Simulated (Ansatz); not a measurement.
AlN:
```
CELL_PARAMETERS angstrom
      3.08862     0.00000     0.00000
     -1.54431     2.67482     0.00000
      0.00000     0.00000     4.94319
ATOMIC_POSITIONS crystal
  Al 0.66667 0.33333 0.49901
  Al 0.33333 0.66667 0.99901
  N  0.66667 0.33333 0.88099
  N  0.33333 0.66667 0.38099
```

Relaxed with LDA. Special points in fractions of this cell's reciprocal vectors: Γ (0.000, 0.000, 0.000); M (0.500, 0.000, 0.000); K (0.333, 0.333, 0.000); A (0.000, 0.000, 0.500); L (0.500, 0.000, 0.500); H (0.333, 0.333, 0.500).

### Question
List the band energies nearest the valence-band maximum at these points for plane-wave PAW LDA (Ansatz code).

### Answer
In eV from the valence-band maximum; about four levels below and three above (degenerate sets whole), none deeper than 8.9 eV; points with the same levels are listed once.

```csv
k,below,above
Γ,-0.89 -0.89 -0.23 -0.23 0.00,4.42 6.74 10.66
M,-3.42 -2.14 -1.83 -0.71,5.73 5.74 8.27
K,-3.85 -3.85 -2.53 -2.44 -2.44,4.92 8.31 9.66 9.66
A,-0.57 -0.57 -0.57 -0.57,6.61 6.61 10.33 10.33
L,-1.50 -1.50 -1.39 -1.39,5.27 5.27 9.21 9.21
H,-3.98 -3.98 -0.81 -0.81,7.36 7.36 7.83 7.83
```

Space group P6_3mc (wurtzite). The cell was relaxed with LDA under the symmetry of its start.

Potentials: the earlier of the program's two PAW sets. The files were generated under PBE; for other functionals the program regenerates the frozen cores, and for LDA and PBEsol the local potential too.
